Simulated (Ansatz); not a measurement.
SiRu:
```cif
data_RuSi
_chemical_formula_sum 'Si1 Ru1'
_space_group_name_H-M_alt 'P 1'
_space_group_IT_number 1
_cell_length_a 2.91398
_cell_length_b 2.91398
_cell_length_c 2.91398
_cell_angle_alpha 90.000
_cell_angle_beta 90.000
_cell_angle_gamma 90.000
loop_
_space_group_symop_operation_xyz
  'x, y, z'
loop_
_atom_site_label
_atom_site_type_symbol
_atom_site_fract_x
_atom_site_fract_y
_atom_site_fract_z
_atom_site_occupancy
Si1 Si 0.50000 0.50000 0.50000 1
Ru1 Ru 0.00000 0.00000 0.00000 1
```

Relaxed with r²SCAN.

Which orbitals make up the states near the Fermi level in r²SCAN in the plane-wave PAW code Ansatz?

Within 0.5 eV of the Fermi level: Ru 4d 46 %, Si 3p 20 %, Si 3s 20 %, outside the projected shells 10 %. Projections are on Löwdin-orthogonalised atomic valence shells; empty p or d shells of many metals are not among them.

Tabulate the density of states.

States/eV per cell of 2 atoms, in 0.25 eV bins, energy from the Fermi level.

| E (eV) | total | Ru 4d | Si 3p | Si 3s |
|---|---|---|---|---|
| -7.85 | 0.26 | 0.07 | 0.14 | 0.02 |
| -7.60 | 0.47 | 0.19 | 0.23 | 0.02 |
| -7.35 | 0.68 | 0.29 | 0.32 | 0.03 |
| -7.10 | 0.93 | 0.41 | 0.44 | 0.03 |
| -6.85 | 1.36 | 0.59 | 0.65 | 0.03 |
| -6.60 | 1.62 | 0.74 | 0.74 | 0.04 |
| -6.35 | 1.31 | 0.63 | 0.56 | 0.03 |
| -6.10 | 1.03 | 0.54 | 0.42 | 0.03 |
| -5.85 | 0.97 | 0.54 | 0.37 | 0.02 |
| -5.60 | 1.24 | 0.80 | 0.38 | 0.02 |
| -5.35 | 1.50 | 1.03 | 0.41 | 0.00 |
| -5.10 | 1.72 | 1.11 | 0.56 | 0.00 |
| -4.85 | 1.37 | 0.80 | 0.52 | 0.00 |
| -4.60 | 0.78 | 0.59 | 0.17 | 0.00 |
| -4.35 | 0.43 | 0.36 | 0.06 | 0.00 |
| -4.10 | 0.50 | 0.42 | 0.06 | 0.00 |
| -3.85 | 1.67 | 1.44 | 0.16 | 0.01 |
| -3.60 | 2.37 | 2.08 | 0.19 | 0.01 |
| -3.35 | 1.99 | 1.67 | 0.22 | 0.01 |
| -3.10 | 2.23 | 1.81 | 0.31 | 0.02 |
| -2.85 | 2.27 | 1.84 | 0.32 | 0.02 |
| -2.60 | 2.01 | 1.67 | 0.21 | 0.02 |
| -2.35 | 2.44 | 2.13 | 0.17 | 0.03 |
| -2.10 | 2.14 | 1.82 | 0.19 | 0.03 |
| -1.85 | 1.63 | 1.35 | 0.16 | 0.04 |
| -1.60 | 1.35 | 1.11 | 0.13 | 0.04 |
| -1.35 | 1.13 | 0.95 | 0.11 | 0.02 |
| -1.10 | 0.91 | 0.71 | 0.10 | 0.04 |
| -0.85 | 0.45 | 0.29 | 0.08 | 0.04 |
| -0.60 | 0.33 | 0.16 | 0.08 | 0.06 |
| -0.35 | 0.25 | 0.13 | 0.05 | 0.04 |
| -0.10 | 0.19 | 0.10 | 0.03 | 0.03 |
| 0.15 | 0.25 | 0.10 | 0.05 | 0.05 |
| 0.40 | 0.26 | 0.10 | 0.06 | 0.07 |
| 0.65 | 0.85 | 0.61 | 0.13 | 0.08 |
| 0.90 | 2.18 | 1.49 | 0.50 | 0.12 |
| 1.15 | 2.13 | 1.38 | 0.53 | 0.13 |
| 1.40 | 1.12 | 0.59 | 0.35 | 0.11 |
| 1.65 | 0.85 | 0.39 | 0.31 | 0.10 |
| 1.90 | 0.70 | 0.27 | 0.27 | 0.10 |
| 2.15 | 0.60 | 0.20 | 0.24 | 0.10 |
| 2.40 | 0.52 | 0.16 | 0.20 | 0.10 |
| 2.65 | 0.44 | 0.13 | 0.16 | 0.11 |
| 2.90 | 0.52 | 0.14 | 0.20 | 0.14 |
| 3.15 | 0.78 | 0.21 | 0.27 | 0.23 |
| 3.40 | 1.07 | 0.30 | 0.31 | 0.34 |
| 3.65 | 0.91 | 0.25 | 0.27 | 0.28 |
| 3.90 | 0.73 | 0.18 | 0.27 | 0.18 |
| 4.15 | 0.70 | 0.16 | 0.28 | 0.13 |
| 4.40 | 0.71 | 0.16 | 0.30 | 0.10 |
| 4.65 | 0.94 | 0.20 | 0.32 | 0.08 |

Space group Pm-3m (CsCl type). The workflow started from a Materials Project entry (that database holds measured and hypothetical structures alike); the Crystallography Open Database copy checked does not list it. Its standing as an ambient phase is unchecked. The r²SCAN relaxation kept the symmetry of its start; whether a distortion lowers the energy is not shown. The run is not spin-polarised. Scalar-relativistic: spin–orbit coupling is off unless named, which matters more the heavier the elements.

Potentials: the earlier of the program's two PAW sets.
